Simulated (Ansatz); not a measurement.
Starting structure, (010) slab as cut from the bulk (Ga, Cmce (No. 64), (0 1 0) face):

```
Ga
1.0
     4.57302    0.00000    0.00000
     0.00000    4.58925    0.00000
     0.00000    0.00000   24.19145
Ga
12
Direct
  0.50000 0.91748 0.31003
  0.00000 0.58252 0.31003
  0.50000 0.41748 0.37000
  0.00000 0.08252 0.37000
  0.00000 0.91748 0.47002
  0.50000 0.58252 0.47002
  0.00000 0.41748 0.52998
  0.50000 0.08252 0.52998
  0.50000 0.91748 0.63000
  0.00000 0.58252 0.63000
  0.50000 0.41748 0.68997
  0.00000 0.08252 0.68997
```

All numbers below come from Ansatz 0.2.0, DFT PBE, scalar-relativistic, plane waves, PAW. Cutoff 420 eV; k points 8×8×1 on the computed 12-atom cell (Γ-centred); Gaussian smearing, width 0.10 eV; no spin polarisation. The cell repeats along c with a dipole correction in the vacuum.

All atoms are free. The cell is fixed. Force threshold 0.02 eV/Å.

```json
{"step": "1", "E − E_final (eV)": "0.083", "largest force (eV/Å)": "0.215"}
{"step": "2", "E − E_final (eV)": "0.023", "largest force (eV/Å)": "0.088"}
{"step": "3", "E − E_final (eV)": "0.001", "largest force (eV/Å)": "0.029"}
{"step": "4", "E − E_final (eV)": "0.000", "largest force (eV/Å)": "0.008"}
```

Q: What is the final structure?

A:
```
CELL_PARAMETERS angstrom
4.57302 0.00000 0.00000
0.00000 4.58925 0.00000
0.00000 0.00000 24.19145
ATOMIC_POSITIONS crystal
Ga 0.50000 0.90766 0.30247
Ga 0.00000 0.59234 0.30247
Ga 0.50000 0.40469 0.36703
Ga 0.00000 0.09531 0.36703
Ga 0.00000 0.91548 0.46864
Ga 0.50000 0.58452 0.46864
Ga 0.00000 0.41548 0.53136
Ga 0.50000 0.08452 0.53136
Ga 0.50000 0.90469 0.63297
Ga 0.00000 0.59531 0.63297
Ga 0.50000 0.40766 0.69753
Ga 0.00000 0.09234 0.69753
```

Cost: 1 run of about 12 core-minutes, on Intel Xeon Platinum 8259CL (Skylake/Cascade Lake) (shared hosts).